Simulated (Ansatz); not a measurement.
Here is the system:

TiTeSe:
Space group P3m1 (No. 156); a = b = 3.542 Å, c = 6.184 Å, α = β = 90.00°, γ = 120.00°

```tsv
atom	site	symmetry	x	y	z
Ti	1a	3m.	0.0000	0.0000	0.9785
Te	1c	3m.	0.6667	0.3333	0.2739
Se	1b	3m.	0.3333	0.6667	0.7476
```

This is the LDA-relaxed structure.

### Question
All from the program Ansatz at the LDA level (PAW), unless another level is named. Give the bulk modulus (Birch–Murnaghan fit).

### Answer
36.1 GPa.

### Question
And the highest zone-centre frequency?

### Answer
314 cm⁻¹.

The workflow started from a Materials Project entry (that database holds measured and hypothetical structures alike); the Crystallography Open Database copy checked does not list it. Whether it is the stable phase at ambient conditions was not checked. The cell was relaxed with LDA under the symmetry of its start; its stability against distortions is not shown here. No spin polarisation was allowed. A crystal of weakly bound layers computed without a dispersion correction: the cell and the soft elastic constants depend strongly on that. As this level gives no gap, phonon frequencies hold no LO–TO term and depend on the k-mesh and smearing (Fermi–Dirac, 0.1 eV here). Scalar-relativistic: spin–orbit coupling is off unless named, which matters more the heavier the elements.

Potentials: the later of the program's two PAW sets.
